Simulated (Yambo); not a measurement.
# Rb2NaScF6: sweep of GW parameters

G0W0@LDA for Rb₂NaScF₆ (space group Fm-3m, No. 225) in Yambo. Reference settings: 2×2×2 Γ-centred k mesh, bands 3 to 317 and a 8 Ry block in the screening, 317 bands in G with the Bruneval-Gonze terminator, plasmon pole fitted at 27.2 eV. The LDA gap Γ → Γ on this mesh is 6.55 eV; G0W0 gaps are taken between the same points.

| change from the reference | G0W0 gap Γ → Γ (eV) | shift of the valence edge (eV) | rough Yambo cost |
|---|---|---|---|
| reference settings | 10.45 | -2.31 | 1 |
| 176 bands in W, 176 bands in G | 10.51 | -2.24 | within a factor of two |
| 247 bands in W, 247 bands in G | 10.47 | -2.29 | within a factor of two |
| wavefunctions cut at 10 Ry | 9.85 | -1.58 | about 1/3 |
| wavefunctions cut at 30 Ry | 10.42 | -2.26 | about 1/3 |
| wavefunctions cut at 50 Ry | 10.45 | -2.30 | about 1/2 |
| exchange cut at 40 Ry | 10.34 | -2.19 | – |
| 80 bands in W, 80 bands in G, 2 Ry block | 11.78 | -3.17 | about 1/7 |
| 80 bands in W, 80 bands in G, 6 Ry block | 10.98 | -2.25 | about 1/6 |
| 122 bands in W, 122 bands in G, 2 Ry block | 11.37 | -3.11 | about 1/4 |
| 122 bands in W, 122 bands in G, 5 Ry block | 10.70 | -2.32 | about 1/4 |
| 176 bands in W, 176 bands in G, 2 Ry block | 11.21 | -3.11 | about 1/3 |
| 176 bands in W, 176 bands in G, 6 Ry block | 10.52 | -2.28 | about 1/2 |
| 2 Ry block | 11.12 | -3.13 | within a factor of two |
| 176 bands in W, 176 bands in G, no terminator | 10.38 | -1.99 | within a factor of two |

The reference isn't shown to be the converged limit. Costs are rough (shared machines), scaled to the same edge states, and given only for runs that recompute the screening.

Geometry of the Materials Project entry, not relaxed at this level; primitive cell a = 6.1865 Å, b = 6.1865 Å, c = 6.1865 Å, α = 60.00°, β = 60.00°, γ = 60.00°.

The structure is a Materials Project entry; no match was found in the copy of COD used, and its stability was not checked.

A shift is the quasiparticle energy of the state minus its LDA energy.
